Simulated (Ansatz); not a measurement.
CdSe:
Space group P6₃mc (No. 186); a = 4.3010 Å, b = 4.3010 Å, c = 21.0667 Å, α = 90.00°, β = 90.00°, γ = 120.00°

```csv
atom,site,symmetry,x,y,z
Cd,2a,3m.,0.0000,0.0000,0.4998
Cd,2b,3m.,0.3333,0.6667,0.3332
Cd,2b,3m.,0.6667,0.3333,0.1665
Se,2a,3m.,0.0000,0.0000,0.3746
Se,2b,3m.,0.3333,0.6667,0.2081
Se,2b,3m.,0.6667,0.3333,0.0415
```

Relaxed with PBEsol.

**Question.** Which orbitals make up the states near the band edges in the program Ansatz at the PBEsol level (PAW)?

**Answer.** Top 1 eV of the valence band: Se 4p 90 %, Cd 4d 6 %. Bottom 1 eV of the conduction band: Cd 5s 54 %, Se 4p 27 %, Se 4s 17 %. Projections are on Löwdin-orthogonalised atomic valence shells; empty p or d shells of many metals are not among them.

**Question.** Tabulate the density of states.

**Answer.** States/eV per cell of 12 atoms, in 0.25 eV bins, energy from the valence-band maximum.

```csv
E (eV),total,Cd 4d,Se 4p,Cd 5s
-7.85,80.53,76.16,4.15,0.12
-7.60,118.95,116.78,1.67,0.28
-7.35,20.55,19.15,0.34,0.32
-7.10,19.97,18.23,0.14,0.16
-6.85,0.00,0.00,0.00,0.00
-6.60,0.00,0.00,0.00,0.00
-6.35,0.00,0.00,0.00,0.00
-6.10,0.00,0.00,0.00,0.00
-5.85,0.00,0.00,0.00,0.00
-5.60,0.00,0.00,0.00,0.00
-5.35,0.00,0.00,0.00,0.00
-5.10,0.00,0.00,0.00,0.00
-4.85,0.00,0.00,0.00,0.00
-4.60,0.00,0.00,0.00,0.00
-4.35,2.58,0.03,1.74,0.75
-4.10,16.26,0.33,10.19,5.37
-3.85,10.70,0.39,6.56,3.29
-3.60,5.30,0.27,3.23,1.44
-3.35,3.41,0.20,2.06,0.86
-3.10,2.52,0.16,1.51,0.61
-2.85,1.98,0.13,1.22,0.44
-2.60,4.77,0.21,3.87,0.37
-2.35,9.61,0.39,8.27,0.42
-2.10,9.01,0.37,7.80,0.34
-1.85,12.09,0.49,10.68,0.30
-1.60,12.05,0.52,10.67,0.25
-1.35,13.67,0.62,12.23,0.18
-1.10,13.90,0.67,12.48,0.13
-0.85,12.85,0.67,11.56,0.10
-0.60,7.30,0.41,6.60,0.03
-0.35,4.42,0.27,4.02,0.01
-0.10,1.59,0.10,1.45,0.00
0.15,0.00,0.00,0.00,0.00
0.40,0.00,0.00,0.00,0.00
0.65,0.01,0.00,0.00,0.00
0.90,0.03,0.00,0.01,0.02
1.15,0.09,0.00,0.02,0.05
1.40,0.21,0.00,0.06,0.11
1.65,0.35,0.00,0.11,0.18
1.90,0.53,0.00,0.16,0.28
2.15,0.87,0.01,0.25,0.45
2.40,1.76,0.01,0.47,0.92
2.65,4.40,0.01,1.06,2.20
2.90,4.66,0.01,1.13,2.24
3.15,4.58,0.01,1.11,2.07
3.40,8.56,0.02,1.84,3.31
3.65,9.78,0.02,2.02,3.43
3.90,5.88,0.01,1.28,2.08
4.15,5.94,0.02,1.41,1.98
4.40,6.86,0.02,1.46,1.95
4.65,5.37,0.01,0.78,0.88
4.90,3.89,0.01,0.47,0.51
5.15,12.73,0.02,1.31,1.41
```

Space group P6_3mc. A made-up cell: these elements were put on the sites of a structure type. Its sites differ from those of the usual phase in this space group: another stacking or structure type. Symmetry was held in the PBEsol relaxation; whether a distortion lowers the energy is not shown. Spin–orbit coupling is left out wherever it is not named.

Potentials: the later of the program's two PAW sets.
